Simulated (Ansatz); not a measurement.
Lattice vibrations of Ag$_{4}$F$_{3}$ at Γ

Method: Ansatz 0.2.0, DFT PBE, scalar-relativistic, plane waves, PAW. Cutoff 420 eV, 8×8×8 k-points (Γ-centred), Fermi-Dirac smearing of 0.15 eV. No spin polarisation. Phonons by linear response, acoustic sum rule imposed.

Equilibrium structure at this level:
```
Ag F
1.0
     5.01553    0.00000    0.00000
     0.00000    5.01553    0.00000
     0.00000    0.00000    5.01553
Ag F
4 3
Cartesian
  3.5065 3.5065 3.5065
  1.5091 1.5091 3.5065
  1.5091 3.5065 1.5091
  3.5065 1.5091 1.5091
  0.0000 0.0000 2.5078
  2.5078 0.0000 0.0000
  0.0000 2.5078 0.0000
```

The cell was found from a structure generator's guess, not taken from experiment. In a metal, frequencies depend on the k mesh and the smearing, soft modes most.

Q: Is this structure stable against zone-centre distortions?

A: Yes, at Γ: no optical mode is imaginary. Strains and other wave vectors aren't tested by this run.

Q: List the optical modes at Γ (i marks imaginary ones).

A:
```tsv
frequency (THz)	degeneracy
0.23	3
2.81	3
3.65	2
4.85	3
4.98	1
6.36	3
7.36	3
```
